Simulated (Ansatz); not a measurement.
Input file for Ansatz (a quantum-chemistry and plane-wave program):

Ansatz 0.2 input:
```yaml
crystal:
  lattice:
    - [5.7513483584, 0.0, 0.0]
    - [-2.8756741792, 4.9808137844, 0.0]
    - [0.0, 0.0, 5.6822680434]
  atoms:
    - { symbol: Mg, position: [0.0, 0.0, 0.2540767687] }
    - { symbol: Mg, position: [0.0, 0.0, 0.7459232313] }
    - { symbol: Mg, position: [0.3333333333, 0.6666666667, 0.5] }
    - { symbol: Mg, position: [0.6666666667, 0.3333333333, 0.5] }
    - { symbol: Mg, position: [0.0, 0.5, 0.0] }
    - { symbol: Mg, position: [0.5, 0.0, 0.0] }
    - { symbol: Mg, position: [0.5, 0.5, 0.0] }
kpoints:
  mp_grid: { grid: [8, 8, 7] }
hamiltonian:
  xc: pbesol
  pseudopotentials: { azcp: { folder: ./paw }, kind: paw }
scf:
  occupations: { method: fermi_dirac, width: 0.1 }
phonons:
  method: dfpt
  response_accuracy: low
  eigenvectors: true
  rigid_motions: translations
```

Output (shortened):

```
Pseudopotential: Mg, paw, valence charge 10
Functional definition: PBEsol
Crystal: 7 atoms, lattice volume = 162.776 Å³
Basis set: ecut = 420 eV, 3211 PW (Γ), exchange–correlation on 80×80×80 points (8 copies of the dense FFT grid, shifted against one another)
Bands: 42, of which v1, the nominal top of the filled ones, is band 35 counted from 1 (34 counted from 0)
Symmetry: 24 space group operations
k-points: 226 of 448 (irreducible under 1 space group operation, time reversal used)
SCF iter   1: F=—  HF=-13384.122903 eV  |F-HF|=—  |Δ(HF+E_count)|=         —  Δρ=1.50e-2  dr2=6.71e-1  ethr=3.10e-3  ⟨swp⟩=10.1  Hψ=100879  notcnv=0  defer=291
automatic band count: the SCF goes on with 49 bands, as 42 were too few: they end inside the smearing window of the response
preconditioner: auto → Kerker (q_TF=auto, 2.370 Å⁻¹)
SCF iter   2: F=—  HF=-13384.047894 eV  |F-HF|=—  |Δ(HF+E_count)|=   7.50e-2  Δρ=1.05e-2  dr2=3.42e-1  ethr=9.58e-4  ⟨swp⟩=2.0  Hψ=14811  notcnv=0  defer=833
SCF iter   3: F=—  HF=-13383.951480 eV  |F-HF|=—  |Δ(HF+E_count)|=   9.64e-2  Δρ=1.64e-3  dr2=6.43e-3  ethr=4.89e-4  ⟨swp⟩=2.0  Hψ=13499  notcnv=0  defer=833
SCF iter   4: F=—  HF=-13383.950294 eV  |F-HF|=—  |Δ(HF+E_count)|=   1.19e-3  Δρ=3.49e-4  dr2=2.41e-4  ethr=9.19e-6  ⟨swp⟩=2.3  Hψ=13334  notcnv=0  defer=833
SCF iter   5: F=—  HF=-13383.950217 eV  |F-HF|=—  |Δ(HF+E_count)|=   7.65e-5  Δρ=1.12e-4  dr2=3.55e-5  ethr=3.45e-7  ⟨swp⟩=2.4  Hψ=17778  notcnv=0  defer=833
SCF iter   6: F=—  HF=-13383.950206 eV  |F-HF|=—  |Δ(HF+E_count)|=   1.09e-5  Δρ=3.47e-5  dr2=2.52e-6  ethr=5.07e-8  ⟨swp⟩=2.3  Hψ=14697  notcnv=0  defer=833
SCF iter   7: F=—  HF=-13383.950205 eV  |F-HF|=—  |Δ(HF+E_count)|=   7.91e-7  Δρ=5.89e-6  dr2=9.85e-8  ethr=3.60e-9  ⟨swp⟩=2.2  Hψ=18093  notcnv=0  defer=852
SCF iter   8: F=—  HF=-13383.950205 eV  |F-HF|=—  |Δ(HF+E_count)|=   9.33e-9  Δρ=2.24e-6  dr2=1.03e-8  ethr=1.41e-10  ⟨swp⟩=2.1  Hψ=17489  notcnv=0  defer=852
SCF iter  10: F=-13383.950205 eV  HF=-13383.950205 eV  |F-HF|=0.00e0  |Δ(HF+E_count)|=  2.36e-11  Δρ=6.17e-8  dr2=8.24e-12  ethr=1.00e-12  ⟨swp⟩=11.8  Hψ=60908  notcnv=0
SCF 1 converged in 10 iterations: F = -13383.950205 eV  dr2 = 8.24e-12
DFPT response loops at Γ: preconditioner auto → Kerker (q_TF=auto, 2.370 Å⁻¹) (partly filled bands, converged f_vac=0.000) …
SCF converged after 10 iterations
Free energy (F): -13383.950205 eV
Harris-Foulkes:  -13383.950205 eV  (|F-HF|=0.00e0)
Internal energy: -13383.852089 eV  (E = F + TS)
E sigma→0 (E₀):  -13383.901147 eV
Entropy (-TS):   -0.098117 eV (-14.017 meV/atom)
Fermi energy:    5.452821 eV
--- Per-component energies (eV) ---
  E_band       = -2505.396692
  E_kinetic    = 484.439983
  E_local      = -12135.635064  (includes V_loc(G=0)·N_el)
  E_nonlocal   = 1372.151110
  E_hartree    = 4152.895053
  E_xc         = -179.685549
  E_vxc        = -232.854861  (∫ρ·V_xc dr)
  E_paw        = -2030.405253  (= ΣΔE_a)
  E_vpaw       = -299.286967  (= ΣTr[D̂ρ^β])
  E_aug_tail   = -0.001072  (compensation charges beyond the density's cutoff)
  E_ewald      = -5048.023332
  E_core_change = 0.412036  (= ΣΔE_core)
  E_smearing   = -0.098117  (= −TS)
  E_closure    =  0.000000  (closes the sum)
  Σ components = -13383.950205   (vs F -13383.950205, Δ=0.00e0)
  [band-id]    e_kinetic+e_local+e_nonlocal+2·e_hartree+e_vxc+e_vpaw+e_augmentation_tail = -2505.396766   (vs E_band -2505.396692, Δ=-7.41e-5)
--- Band table (eV; the first three rows and the last of 226) ---
  k-point 0: bands = ["-70.4258", "-70.4250", "-70.2522", "-70.2471", "-70.0500", "-70.0436", "-70.0436", "-37.3738", "-37.3738", "-37.3668", "-37.3668", "-37.3591", "-37.3575", "-37.2272", "-37.1927", "-37.1927", "-37.1862", "-37.1862", "-37.1673", …
  k-point 1: bands = ["-70.4258", "-70.4250", "-70.2520", "-70.2474", "-70.0500", "-70.0436", "-70.0436", "-37.3738", "-37.3738", "-37.3668", "-37.3668", "-37.3591", "-37.3575", "-37.2243", "-37.1924", "-37.1924", "-37.1865", "-37.1865", "-37.1702", …
  k-point 2: bands = ["-70.4258", "-70.4250", "-70.2513", "-70.2480", "-70.0500", "-70.0436", "-70.0436", "-37.3738", "-37.3738", "-37.3668", "-37.3668", "-37.3590", "-37.3576", "-37.2163", "-37.1915", "-37.1915", "-37.1874", "-37.1874", "-37.1782", …
  k-point 225: bands = ["-70.4255", "-70.4253", "-70.2504", "-70.2489", "-70.0479", "-70.0457", "-70.0436", "-37.3743", "-37.3719", "-37.3687", "-37.3663", "-37.3585", "-37.3580", "-37.2055", "-37.1901", "-37.1901", "-37.1893", "-37.1886", "-37.1884", …
--- Phonons (Γ-DFPT): 6 representative perturbations + reference, on 226 of 448 k-points (Σ response iterations 18) ---
  ASR residual: 8.672e-5 → 0.000e0 eV/Å²; symmetrization residual: 2.240e-5 eV/Å²
  ASR residual per site (eV/Å²): 8.67e-5 8.67e-5 2.91e-5 2.91e-5 2.25e-5 2.82e-5 2.25e-5
  Γ frequencies (cm⁻¹): 0.00 0.00 0.00 102.89 102.89 104.36 104.36 111.06 111.06 128.35 128.98 145.05 145.05 159.46 164.91 164.91 206.84 282.93 282.93 331.52 362.07
  non-analytic LO–TO correction: not included (Born effective charges unavailable; polar crystals: no LO–TO splitting at Γ)
```

Cost: very roughly 13 core-minutes on shared cores.

Space group P6/mmm. The start of the workflow was typed in or built on a structure type; the Crystallography Open Database copy checked does not list it. It is not the phase usual at ambient conditions (space group No. 194). The cell was relaxed with PBEsol under the symmetry of its start; its stability against distortions is not shown here. As this level gives no gap, phonon frequencies hold no LO–TO term and depend on the k-mesh and smearing (Fermi–Dirac, 0.1 eV here).

Potentials: the earlier of the program's two PAW sets. The files were generated under PBE; for other functionals the program regenerates the frozen cores, and for LDA and PBEsol the local potential too.

Ansatz is a plane-wave DFT program.
